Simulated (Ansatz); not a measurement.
## CrAgSe$_{2}$: computed property card

CrAgSe₂:
```yaml
crystal:
  lattice:
    - [1.86450, 1.07647, 7.03651]
    - [-1.86450, 1.07647, 7.03651]
    - [0.00000, -2.15293, 7.03651]
  atoms:
    - { symbol: Cr, position: [0.00007, 0.00007, 0.00007] }
    - { symbol: Ag, position: [0.84901, 0.84901, 0.84901] }
    - { symbol: Se, position: [0.72913, 0.72913, 0.72913] }
    - { symbol: Se, position: [0.26600, 0.26600, 0.26600] }
```
The run is spin-polarised; directions of the spins, atom by atom: ↑ 0 0 0.

Space group R3m (No. 160); conventional cell a = b = 3.7290 Å, c = 21.1095 Å, α = β = 90.00°, γ = 120.00°.

Method: r²SCAN in the plane-wave PAW code Ansatz. Structure relaxed to zero pressure with the same functional. Other levels are named where they apply.

Cell and energy:

```json
{
 "volume_per_atom": "21.18 Å³",
 "density": "6.23 g/cm³",
 "Formation energy from the elements (no fitted shifts)": "-0.58 eV/atom"
}
```

Electronic structure:

```json
{
  "band_gap": "0.57 eV (indirect)",
  "valence_band_maximum": "at Γ",
  "conduction_band_minimum": "off the standard path, at k = (0.211, 0.211, 0.497) in fractions of the reciprocal vectors",
  "smallest_direct_gap_on_the_standard_path": "1.13 eV",
  "electron_effective_mass": "0.24, 0.37, 0.56 mₑ (principal values)"
}
```

Magnetism:

```json
{
 "magnetic_order": "ferromagnetic",
 "net_moment": "0.75 μB per atom"
}
```

The first step of the workflow began from a Materials Project structure, measured or hypothetical; the Crystallography Open Database files this formula in space group No. 160, but the cells were not matched. Whether it is the stable phase at ambient conditions was not checked. The cell was relaxed with r²SCAN under the symmetry of its start; whether a distortion lowers the energy is not shown. The final state is ferromagnetic, the only order run, not a proven ground state. Other orbital occupations within this spin state were not tried. No Hubbard U is applied. Point labels and valley counts follow the cell and symmetry of the run, lower than the named group. The references are the lowest solids computed at this level, not always the standard phases. Scalar-relativistic: spin–orbit coupling is off unless named, which matters more the heavier the elements.

Potentials: the later of the program's two PAW sets.
